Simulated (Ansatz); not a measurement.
From NaTl to ScTl

```xyz
4
Lattice="0.0000 3.7409 3.7409 3.7409 0.0000 3.7409 3.7409 3.7409 0.0000" Properties=species:S:1:pos:R:3 pbc="T T T"
Tl    3.7409    3.7409    3.7409
Tl    5.6114    5.6114    5.6114
Na    0.0000    0.0000    0.0000
Na    1.8705    1.8705    1.8705
```

Method: r2SCAN in Ansatz 0.2.0, PAW datasets, plane waves to 500 eV, 8×8×8 Γ-centred mesh, fermi-dirac occupations of width 0.100 eV. Spin: none. Single points at fixed atoms.

Now every Na is replaced by Sc on the same fractional sites, and the cell goes from 26.18 to 26.49 Å³ an atom (a = 5.312 Å, b = 5.312 Å, c = 5.312 Å, α = 60.00°, β = 60.00°, γ = 60.00°; 8×8×8 Γ-centred mesh, fermi-dirac occupations of width 0.100 eV).

Q: What changes?

A: The runs give:

```csv
quantity,NaTl,ScTl
pressure (GPa),0.1,-2.0
formation energy (eV/atom),-0.165,–
```

Mean Bader charges in e: Na +0.78 becomes Sc +0.89; Tl -0.78 → -0.89. Sc is more electronegative than Na (Pauling 1.36 against 0.93); its site ends 0.11 e more positive, though valence and size count here beside electronegativity; the Tl atoms balance it. Neither shows a clear gap on its mesh.

Origins: NaTl, a database entry at a slightly scaled volume; ScTl, a known structure type with other elements put in, at an estimated volume. An invented cell need not be a known compound.

Caveats: atoms and cells are not relaxed; pressure is positive in compression; a dash marks a value that doesn't apply or isn't given.
